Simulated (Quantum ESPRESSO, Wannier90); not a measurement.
**NaH (rock salt): Wannier90 run**

```yaml
crystal:
  lattice:
    - [0.00000, 2.38642, 2.38642]
    - [2.38642, 0.00000, 2.38642]
    - [2.38642, 2.38642, 0.00000]
  atoms:
    - { symbol: Na, position: [0.00000, 0.00000, 0.00000] }
    - { symbol: H, position: [0.50000, 0.50000, 0.50000] }
```

Materials Project entry mp-23870; symmetrised, unrelaxed at this level. COD (Crystallography Open Database) has an entry of this formula and space group (matched by these alone). Level: PBEsol, no spin polarisation, no spin-orbit coupling; pw.x of Quantum ESPRESSO at 71 Ry with PseudoDojo potentials, 8×8×8 k-points, Wannier90. Density: 12×12×12 mesh, cold smearing 0.01 Ry.

Functional, cutoff and mesh named above are those of the base row (71); the first column says what each row takes instead. Model: 1 function from bands 5, start SCDM (isolated) (the valence bands). Energies are relative to the valence-band maximum; the misfit is to pw.x on a path, for all bands of the set. Only the plane-wave cutoff changes (density cutoff four times as high). Ω_total can sit in another minimum from row to row; Ω_I of an isolated set cannot.

```csv
ecutwfc (Ry),Ω_I (Å²),Ω_total (Å²),rms misfit (meV),gap (eV),ΔE to highest cutoff (meV/atom),"plane waves a k-point, about (cost)"
36,1.57,1.57,3.3,3.393,9040.7,670
44,1.54,1.54,1.6,3.521,3117.2,900
53,1.54,1.54,1.4,3.591,731.3,1200
71,1.53,1.53,1.1,3.627,12.3,1900
88,1.53,1.53,1.1,3.628,0.2,2600
110,1.53,1.53,1.1,3.628,0.0,3600
```
